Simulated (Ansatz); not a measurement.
CaSe:
```cif
data_Ca4Se4
_chemical_formula_sum 'Ca4 Se4'
_space_group_name_H-M_alt 'Fm-3m'
_space_group_IT_number 225
_space_group_name_Hall '-F 4 2 3'
_cell_length_a 5.79089
_cell_length_b 5.79089
_cell_length_c 5.79089
_cell_angle_alpha 90.000
_cell_angle_beta 90.000
_cell_angle_gamma 90.000
loop_
_atom_site_label
_atom_site_type_symbol
_atom_site_symmetry_multiplicity
_atom_site_Wyckoff_symbol
_atom_site_fract_x
_atom_site_fract_y
_atom_site_fract_z
_atom_site_occupancy
Ca1 Ca 4 a 0.00000 0.00000 0.00000 1
Se1 Se 4 b 0.50000 0.50000 0.50000 1
```
(The calculation used a cell of 2 atoms; values per cell refer to that cell.)

This is the LDA-relaxed structure.

Problem. All from DFT-LDA in the program Ansatz with PAW potentials, unless another level is named. Give the vibrational entropy at 300 K.

Solution. 34.2 J/(K·mol of atoms).

Problem. Next, the Poisson's ratio?

Solution. 0.23.

Symmetry was held in the LDA relaxation; phonons on a q-mesh show no instability.

Potentials: the later of the program's two PAW sets.
